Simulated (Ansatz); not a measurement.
Piezoelectric tensor of AlGa₂N₃

These are results of DFT PBE, scalar-relativistic, plane waves, PAW (Ansatz 0.2.0), not measurements. Cutoff 420 eV, 12×12×12 k-points (Γ-centred), fixed occupations. No spin polarisation.

Equilibrium structure at this level:
```
Al Ga N
1.0
    -1.59233    1.59233    6.73546
     1.59233   -1.59233    6.73546
     1.59233    1.59233   -6.73546
Al Ga N
1 2 3
Direct
  0.50000 0.50000 0.00000
  0.83538 0.83538 0.00000
  0.16462 0.16462 0.00000
  0.42151 0.92151 0.50000
  0.07849 0.57849 0.50000
  0.75000 0.25000 0.50000
```

The cell was found from a structure generator's guess, not taken from experiment.

Question: Give the relaxed-ion proper piezoelectric stress tensor e_iJ (C/m², Voigt columns xx yy zz yz xz xy).

Answer:
```
x    0.000  0.000  0.000  0.000 -0.295  0.000
y    0.000  0.000  0.000  0.295  0.000  0.000
z   -0.336  0.336  0.000  0.000  0.000  0.000
```
Signs follow the orientation of the cell as given.

Question: With the elastic constants (GPa, Voigt order)
C11 = 355.9, C12 = 45.5, C13 = 137.4, C22 = 355.9, C23 = 137.4, C33 = 259.5, C44 = 153.5, C55 = 153.5, C66 = 63.9 GPa; the others vanish.
find the strain coefficients d = e·C⁻¹ (pC/N).

Answer:
```
x    0.00  0.00  0.00  0.00 -1.92  0.00
y    0.00  0.00  0.00  1.92  0.00  0.00
z   -1.08  1.08  0.00  0.00  0.00  0.00
```
